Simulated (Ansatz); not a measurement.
Na2WO4:
```
CELL_PARAMETERS angstrom
      0.00000     4.46577     4.46577
      4.46577     0.00000     4.46577
      4.46577     4.46577     0.00000
ATOMIC_POSITIONS crystal
  Na 0.62500 0.12500 0.12500
  Na 0.12500 0.12500 0.62500
  Na 0.12500 0.62500 0.12500
  Na 0.12500 0.12500 0.12500
  W  0.75000 0.75000 0.75000
  W  0.50000 0.50000 0.50000
  O  0.40523 0.86492 0.86492
  O  0.38508 0.38508 0.84477
  O  0.86492 0.40523 0.86492
  O  0.38508 0.38508 0.38508
  O  0.86492 0.86492 0.86492
  O  0.38508 0.84477 0.38508
  O  0.86492 0.86492 0.40523
  O  0.84477 0.38508 0.38508
```

Relaxed with LDA.

Question: Give the optical modes at the zone centre with their infrared activity from DFPT, DFT-LDA in the program Ansatz with PAW potentials.

Answer: Transverse frequencies, without the LO–TO term; a row sums one degenerate level.

| ω (cm⁻¹) | degeneracy | IR ((D/Å)²/amu) | activity |
|---|---|---|---|
| 96 | 3 | 0.00 | IR-inactive |
| 129 | 3 | 0.00 | IR-inactive |
| 174 | 3 | 3.20 | IR |
| 177 | 3 | 0.00 | IR-inactive |
| 216 | 2 | 0.00 | IR-inactive |
| 241 | 3 | 15.25 | IR |
| 254 | 3 | 0.00 | IR-inactive |
| 292 | 1 | 0.00 | IR-inactive |
| 299 | 3 | 17.48 | IR |
| 313 | 2 | 0.00 | IR-inactive |
| 372 | 3 | 0.00 | IR-inactive |
| 381 | 2 | 0.00 | IR-inactive |
| 828 | 3 | 0.00 | IR-inactive |
| 842 | 3 | 81.51 | IR |
| 938 | 1 | 0.00 | IR-inactive |
| 943 | 1 | 0.00 | IR-inactive |

Question: How high does the top mode go among those that the LO–TO term moves?

Answer: 909 cm⁻¹ for q along x.

Space group Fd-3m (spinel). The first step of the workflow began from a Materials Project structure, measured or hypothetical; the Crystallography Open Database files this formula in space group No. 227, but the cells were not matched. Its standing as an ambient phase is unchecked. The cell was relaxed with LDA under the symmetry of its start; of distortions, only those at the zone centre were tested. No spin polarisation was allowed. No Hubbard U is applied. Scalar-relativistic: spin–orbit coupling is off unless named, which matters more the heavier the elements.

Potentials: the later of the program's two PAW sets.
